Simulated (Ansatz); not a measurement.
## Strain response of Al₃GaN₄

These are results of Ansatz 0.2.0, DFT r2SCAN, scalar-relativistic, plane waves, PAW, not measurements. Settings: 500 eV cutoff, 6×8×4 k-mesh, Gaussian smearing of 0.02 eV, no spin polarisation.

The relaxed crystal:

```yaml
crystal:
  lattice:
    - [5.03808, 0.00000, 0.00000]
    - [0.00000, 3.12495, 0.00000]
    - [-0.00323, 0.00000, 5.41039]
  atoms:
    - { symbol: Al, position: [0.50022, 0.50000, 0.16726] }
    - { symbol: Al, position: [0.00067, 0.50000, 0.83490] }
    - { symbol: Al, position: [0.00100, 0.00000, 0.33164] }
    - { symbol: Ga, position: [0.49949, 0.00000, 0.66620] }
    - { symbol: N, position: [0.11071, 0.00000, 0.66632] }
    - { symbol: N, position: [0.12268, 0.50000, 0.16713] }
    - { symbol: N, position: [0.62541, 0.50000, 0.84068] }
    - { symbol: N, position: [0.62341, 0.00000, 0.32586] }
```

Deformation: c alone is stretched, the rest of the cell is held and the atoms relax, all within the symmetry that the strain leaves. Energies are extrapolated to zero smearing. Stress is positive in compression, on the Cartesian axes of the cell above. Gaps are generalised Kohn–Sham gaps over the whole zone.

| strain (%) | ΔE (meV/atom) | a (Å) | b (Å) | c (Å) | σxx (GPa) | σyy (GPa) | σzz (GPa) | σyz (GPa) | σxz (GPa) | σxy (GPa) | gap (eV) |
| --- | --- | --- | --- | --- | --- | --- | --- | --- | --- | --- | --- |
| -3.0 | 12.2 | 5.038 | 3.125 | 5.248 | 3.22 | 4.73 | 12.35 | 0.00 | 0.03 | 0.00 | 4.31 |
| -1.5 | 3.0 | 5.038 | 3.125 | 5.329 | 1.57 | 2.21 | 6.06 | 0.00 | 0.01 | 0.00 | 4.27 |
| +0.0 | 0.0 | 5.038 | 3.125 | 5.410 | 0.02 | 0.00 | 0.00 | 0.00 | 0.00 | 0.00 | 4.15 |
| +1.5 | 2.9 | 5.038 | 3.125 | 5.492 | -1.47 | -1.90 | -5.79 | 0.00 | -0.01 | 0.00 | 3.99 |
| +3.0 | 11.5 | 5.038 | 3.125 | 5.573 | -2.87 | -3.55 | -11.31 | 0.00 | -0.01 | 0.00 | 3.83 |

Cost: 5 runs of about 6.3 core-minutes in all, on Intel Xeon 6975P-C (Granite Rapids) (shared hosts).